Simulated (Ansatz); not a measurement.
Values for one crystal, relaxed and computed with the program Ansatz at the r²SCAN level (PAW); other levels are named.

```yaml
volume_per_atom: 21.12 Å³
electronic_character: metallic (no gap)
hill_bulk_and_shear_moduli: 66.5 and 51.7 GPa
Elastic constants (relaxed ions, GPa): C11 = 139, C12 = 30.2, C44 = 50.0
debye_temperature_from_the_elastic_constants: 358 K
Density of states at the Fermi level: 0.08 states/eV per atom (mean over ±0.08 eV)
Young's modulus: 123 GPa
```

Problem. Pick the material that matches.
A) C, I4_132 (C on 8a)
B) Ge, Ia-3 (Ge on 16c)
C) Si, Ia-3 (Si on 16c)
D) As, I4_132 (As on 8a)

Solution. B, Ge, Ia-3 (Ge on 16c)

The first step of the workflow began from a Materials Project structure, measured or hypothetical; the Crystallography Open Database copy checked does not list it. It is not the phase usual at ambient conditions (space group No. 227). The cell was relaxed with r²SCAN under the symmetry of its start; whether a distortion lowers the energy is not shown. As this level gives no gap, shear constants depend on the k-mesh and smearing (Fermi–Dirac, 0.1 eV here). Spin–orbit coupling is left out wherever it is not named.

Potentials: the earlier of the program's two PAW sets. The files were generated under PBE; for other functionals the program regenerates the frozen cores, and for LDA and PBEsol the local potential too.
